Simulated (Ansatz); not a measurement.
A geometry of As away from equilibrium: step 2 of the relaxation of a relaxed As cell stretched uniformly to 130 % of its volume. These are r2SCAN (plane waves to 500 eV, PAW, scalar-relativistic; Ansatz, a quantum-chemistry and plane-wave program) values and carry that method's errors. Γ-centred k-mesh 7×7×7 on the run's cell (coarser than for final values), Fermi–Dirac smearing 0.05 eV. The plane waves were selected for a different cell earlier on the path.

```xyz
2
Lattice="1.8900 1.0912 5.4680 -1.8900 1.0912 5.4680 0.0000 -2.1824 5.4680" Properties=species:S:1:pos:R:3 pbc="T T T"
As     0.0000     0.0000     3.2735
As     0.0000     0.0000    13.1304
```

### Question
Give the Cartesian forces on all atoms (eV/Å).

### Answer
```
atom    Fx    Fy     Fz
----  ----  ----  -----
As1   0.00  0.00   2.57
As2   0.00  0.00  -2.57
```

The path ends in R-3m (No. 166). No spin polarisation in the result. No dispersion correction is included, so spacings between layers, chains or molecules are soft and tend to come out too large.

The run could not lose the symmetry of its start.

Without dispersion the volume is uncertain too.
